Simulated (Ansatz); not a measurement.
Ansatz input

```yaml
crystal:
  lattice:
    - [2.7269627133, 0.0, 0.0]
    - [-1.3634813566, 2.3616189849, 0.0]
    - [0.0, 0.0, 4.4311803307]
  atoms:
    - { symbol: Ir, position: [0.3333333333, 0.6666666667, 0.25], spin: 1.0 }
    - { symbol: Ir, position: [0.6666666667, 0.3333333333, 0.75], spin: 1.0 }
hamiltonian:
  xc: mr2scan
  pseudopotentials:
    kind: paw
    azcp:
      Ir: "pseudopotentials/Ir.paw.azcp"
basis:
  ecutwfc: 500
  fft_grid_basis: typed
kpoints:
  mp_grid: { grid: [22, 22, 12], shift: [0, 0, 0] }
magnetization:
  spin_polarized: true
scf:
  occupations: { method: fermi_dirac, width: 0.05 }
```

Terminal output

```
Engine: ansatz 0.2.0, x86_64-unknown-linux-gnu
Pseudopotentials: kind: paw
Pseudopotential: Ir, paw, valence charge 17, recommended cutoff 500 eV (meta_gga) 
Functional definition: m-r2SCAN
  exchange = m_r2scan_x
  correlation = m_r2scan_c
Crystal: 2 atoms, lattice volume = 28.537 Å³
Basis set: ecut = 500 eV, 701 PW (Γ), exchange–correlation on 80×80×144 points (64 copies of the dense FFT grid, shifted against one another)
Bands: 22, of which v1, the nominal top of the filled ones, is band 17 counted from 1 (16 counted from 0)
Symmetry: 24 space group operations
Space group: P63/mmc (ITA 194), of the structure as read, at distance tolerance 3.1e-5 Å
Magnetic group: BNS 194.263 (UNI 1493), of the structure as read, at distance tolerance 3.1e-5 Å
k-points: 364 of 5808
Non-local potential: Ir, projectors of the file, l = 0: 3, l = 1: 2, l = 2: 2, l = 3: 1
PAW form: soft (Blöchl's): semilocal exchange-correlation on the pseudo side does not see the compensation charge
PAW frozen core: Ir, regenerated for the run's functional (the file was generated under x = pbe(κ = 0.804, μ = 0.2195149727645171), c = pbe(β = 0.06672455060314922))
PAW one-centre angular grid: Ir, 590 points (default); XC on 160 Gauss nodes
Initial density: superposition of atomic densities (chi_scale 0.1, normalization cell)
Starting moments: Σ|m| = 2 μB on 2 of 2 sites
Initial wavefunctions: pseudopotential atomic-orbital guess
Functional: x = mr2scan, c = mr2scan; τ floored in thin density (d = 2e-4 eV/Å³)
iter 1 solved again at ethr=1.23e-3 eV; its pass at ethr=3.10e-3 eV (dr2=4.18e-1 eV) is discarded
SCF iter   1: F=—  HF=-23896.768385 eV  |F-HF|=—  |Δ(HF+E_count)|=         —  Δρ=3.45e-2 (↑3.45e-2 ↓2.25e-2)  dr2=5.29e-1  dr2_τ=2.02e-2  dr2_m=8.11e-2  M=1.143 μB ∫|m|=1.147 μB  β_m=0.70  ethr=1.23e-3  ⟨swp⟩=2.1  Hψ=93219  notcnv=0
Mixer restart at iter 1: flushing history
SCF iter   2: F=—  HF=-23896.728144 eV  |F-HF|=—  |Δ(HF+E_count)|=   4.02e-2  Δρ=1.80e-2 (↑1.80e-2 ↓1.25e-2)  dr2=1.60e-1  dr2_τ=4.59e-3  dr2_m=1.52e-2  M=1.026 μB ∫|m|=1.036 μB  β_m=1.00  ethr=1.23e-3  ⟨swp⟩=2.1  Hψ=26094  notcnv=0  κ⁻¹=1.0e0(r=1)
SCF iter   3: F=—  HF=-23897.399787 eV  |F-HF|=—  |Δ(HF+E_count)|=         —  Δρ=4.06e-2 (↑4.06e-2 ↓3.09e-2)  dr2=5.11e-2  dr2_τ=6.30e-2  dr2_m=3.24e-1  M=-0.237 μB ∫|m|=0.237 μB  β_m=1.00  ethr=4.72e-4  ⟨swp⟩=2.3  Hψ=29592  notcnv=0  defer=101
Mixer restart at iter 3: flushing history
SCF iter   4: F=—  HF=-23897.294201 eV  |F-HF|=—  |Δ(HF+E_count)|=   1.06e-1  Δρ=1.39e-2 (↑1.39e-2 ↓6.07e-3)  dr2=9.71e-2  dr2_τ=5.79e-3  dr2_m=7.71e-3  M=-0.045 μB ∫|m|=0.045 μB  β_m=0.37  ethr=1.47e-4  ⟨swp⟩=2.1  Hψ=30560  notcnv=0  defer=101
SCF iter   5: F=—  HF=-23897.269405 eV  |F-HF|=—  |Δ(HF+E_count)|=   2.48e-2  Δρ=7.06e-3 (↑7.06e-3 ↓2.54e-3)  dr2=1.67e-2  dr2_τ=6.32e-4  dr2_m=3.46e-3  M=-0.039 μB ∫|m|=0.039 μB  β_m=0.42  ethr=1.47e-4  ⟨swp⟩=2.2  Hψ=28069  notcnv=0  defer=60  κ⁻¹=1.0e0(r=1)
...
SCF iter  14: F=—  HF=-23897.274958 eV  |F-HF|=—  |Δ(HF+E_count)|=   2.89e-9  Δρ=4.24e-6 (↑4.12e-6 ↓4.24e-6)  dr2=1.14e-10  dr2_τ=9.15e-10  dr2_m=4.49e-9  M=-0.000 μB ∫|m|=0.000 μB  β_m=1.00  ethr=1.00e-12  ⟨swp⟩=2.1  Hψ=28690  notcnv=0  defer=45  κ⁻¹=6.2e-8(r=8)
SCF iter  15: F=—  HF=-23897.274958 eV  |F-HF|=—  |Δ(HF+E_count)|=  8.51e-10  Δρ=1.17e-6 (↑1.09e-6 ↓1.17e-6)  dr2=4.10e-11  dr2_τ=6.42e-11  dr2_m=3.03e-10  M=-0.000 μB ∫|m|=0.000 μB  β_m=1.00  ethr=1.00e-12  ⟨swp⟩=2.1  Hψ=28927  notcnv=0  defer=45  κ⁻¹=2.8e-8(r=8)
SCF iter  16: F=—  HF=-23897.274958 eV  |F-HF|=—  |Δ(HF+E_count)|=  3.64e-12  Δρ=7.69e-7 (↑7.69e-7 ↓6.73e-7)  dr2=1.02e-11  dr2_τ=2.62e-11  dr2_m=1.30e-10  M=0.000 μB ∫|m|=0.000 μB  β_m=1.00  ethr=1.00e-12  ⟨swp⟩=1.0  Hψ=42649  notcnv=0  κ⁻¹=2.5e-7(r=8)
SCF iter  17: F=-23897.274958 eV  HF=-23897.274958 eV  |F-HF|=3.64e-12  |Δ(HF+E_count)|=  2.36e-10  Δρ=2.68e-7 (↑2.68e-7 ↓2.44e-7)  dr2=9.32e-13  dr2_τ=3.38e-12  dr2_m=1.67e-11  M=0.000 μB ∫|m|=0.000 μB  ethr=1.00e-12  ⟨swp⟩=2.0  Hψ=24354  notcnv=0
SCF 1 converged in 17 iterations: F = -23897.274958 eV  dr2 = 9.32e-13
WARN: the starting moments were not kept: the SCF closed with an absolute magnetisation of 7.2e-6 μB, where they sum to 2 μB in size (2 sites). That is at most 0.1 of that sum. Measured as dr2_m measures the in/out step, that magnetisation stands 1.2e-11 eV from none, at or under the dr2_threshold of 1.0e-7 eV: it is no larger than a step whose dr2_m would equal this threshold. The system may hold no moment; this SCF shows only that its start led to no more than that. To try another start: raise the starting moments (crystal.atoms[].spin, magnetization.per_species, magnetization.initial_magnetization, or on a non-collinear deck that types none of these the spinor_matrix: blocks that start its atoms; where the total moment is fixed, keep their sum and leave initial_magnetization as it is; typed ones take the place of any that the run laid by itself, positive ones on a crystal's lanthanoids without a Hubbard term where scf.initial_density.shell_occupations: [] is typed) or, if the notice of its spin-set hold's release reads "site moments contracting" or "site moments show no strong build", lengthen the hold (scf.mixing.spin_hold: { on: { confirm: 4 } }; for m-r²SCAN on two components see the key's manual first). Each may lead to a state that holds a moment. A second SCF, from the converged charge density, with the starting moments and any scf.initial_density.shell_occupations laid on it anew, would have followed, and was not run: the deck does not ask for one (magnetization.retry_lost_moments is false, the default). To let it run, set magnetization.retry_lost_moments: true and run the deck again, where that key's refused combinations let it; where memory then withholds it, that run's warning says so.
this state was not tested for a lower state beside it, because the mixer in use, unlike msr1, does not test its closes by its own steps (another_mixer; see scf.mixing.algorithm and scf.lower_state_search)
SCF converged after 17 iterations
Magnetization: 0.0000 μB (17.0000 up, 17.0000 down)
Absolute magnetization: 0.0000 μB (∫|ρ↑−ρ↓|, with the PAW one-centre terms)
Spin contamination: 0.0000 ħ² per cell (⟨S²⟩ above its minimum at these occupations)
Per-site moments (μB) at R_I (Å): [(3.445422318726608e-6, 1.1211819048802978), (3.4454223186012116e-6, 1.1211819048802978)]
Free energy (F): -23897.274958 eV
Harris-Foulkes:  -23897.274958 eV  (|F-HF|=3.64e-12)
Internal energy: -23897.256199 eV  (E = F + TS)
E sigma→0 (E₀):  -23897.265579 eV
Entropy (-TS):   -0.018759 eV (-9.379 meV/atom)
Fermi energy:    25.438786 eV
--- Per-component energies (eV) ---
  E_band       = -208.718742
  E_kinetic    = 1246.955116
  E_local      = -2153.158827  (includes V_loc(G=0)·N_el)
  E_nonlocal   = 147.904337
  E_hartree    = 827.255307
  E_xc         = -510.775918
  E_vxc        = -666.983327  (∫ρ·V_xc dr)
  E_paw        = -18499.424569  (= ΣΔE_a)
  E_vpaw       = -479.387369  (= ΣTr[D̂ρ^β])
  E_aug_tail   = -0.000023  (compensation charges beyond the density's cutoff)
  E_vtau       = 41.440707  (kinetic-family band-sum trace: ∫τ·v_τ [+ j·A + Jᵃ·Aᵃ] dr)
  E_ewald      = -4955.377835
  E_core_change = -0.633787  (= ΣΔE_core)
  E_smearing   = -0.018759  (= −TS)
  E_closure    = -0.000000  (closes the sum)
  Σ components = -23897.274958   (vs F -23897.274958, Δ=0.00e0)
```
